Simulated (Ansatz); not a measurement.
La$_{2}$ZrS$_{5}$:
```xyz
32
Lattice="11.5983 0.0000 0.0000 0.0000 8.2246 0.0000 0.0000 0.0000 7.4450" Properties=species:S:1:pos:R:3 pbc="T T T"
La     7.7984     0.0108     4.1168
La     3.7998     8.2138     3.3282
La     9.5990     8.2138     0.3943
La     1.9993     0.0108     7.0507
La     1.9993     4.1015     7.0507
La     9.5990     4.1231     0.3943
La     3.7998     4.1231     3.3282
La     7.7984     4.1015     4.1168
Zr    11.4902     6.1685     4.2655
Zr     0.1081     2.0562     3.1795
Zr     5.9073     2.0562     0.5430
Zr     5.6910     6.1685     6.9019
S      8.1977     6.1685     6.2302
S      3.4006     2.0562     1.2147
S      9.1998     2.0562     2.5077
S      2.3985     6.1685     4.9372
S     10.7153     0.2788     5.0179
S      0.8830     7.9458     2.4271
S      6.6821     7.9458     1.2954
S      4.9162     0.2788     6.1496
S      4.9162     3.8335     6.1496
S      6.6821     4.3911     1.2954
S      0.8830     4.3911     2.4271
S     10.7153     3.8335     5.0179
S      9.3947     6.1685     2.6633
S      2.2036     2.0562     4.7817
S      8.0027     2.0562     6.3858
S      3.5956     6.1685     1.0592
S     11.5454     6.1685     7.0105
S      0.0529     2.0562     0.4345
S      5.8520     2.0562     3.2880
S      5.7463     6.1685     4.1570
```

Relaxed with r²SCAN. Special points in fractions of this cell's reciprocal vectors: Γ (0.000, 0.000, 0.000); X (0.500, 0.000, 0.000); S (0.500, 0.500, 0.000); Y (0.000, 0.500, 0.000); Z (0.000, 0.000, 0.500); U (0.500, 0.000, 0.500); R (0.500, 0.500, 0.500); T (0.000, 0.500, 0.500).

### Question
List the band energies nearest the valence-band maximum at these points for DFT-r²SCAN in the program Ansatz with PAW potentials.

### Answer
In eV from the valence-band maximum; about four levels below and three above (degenerate sets whole), none deeper than 8.9 eV; points with the same levels are listed once.

```tsv
k	below	above
Γ	-0.61 -0.43 -0.34 0.00	1.42 1.83 1.85
X	-0.64 -0.64 -0.24 -0.24	1.69 1.69 1.89 1.89
S	-0.82 -0.82 -0.82 -0.82	2.13 2.13 2.13 2.13
Y	-0.82 -0.82 -0.79 -0.79	2.04 2.04 2.15 2.15
Z	-0.67 -0.67 -0.66 -0.66	1.98 1.98 2.07 2.07
U	-0.71 -0.71 -0.71 -0.71 -0.71 -0.71	1.95 1.95 2.10 2.10
R	-0.63 -0.63 -0.63 -0.63	2.04 2.04 2.04 2.04
T	-0.62 -0.62 -0.51 -0.51	2.01 2.01 2.05 2.05
```

Space group Pnma. The workflow started from a Materials Project entry (that database holds measured and hypothetical structures alike); the Crystallography Open Database files this formula in space group No. 62, but the cells were not matched. Whether it is the stable phase at ambient conditions was not checked. The cell was relaxed with r²SCAN under the symmetry of its start; its stability against distortions is not shown here. The run is not spin-polarised. Spin–orbit coupling is left out wherever it is not named.

Potentials: the later of the program's two PAW sets.
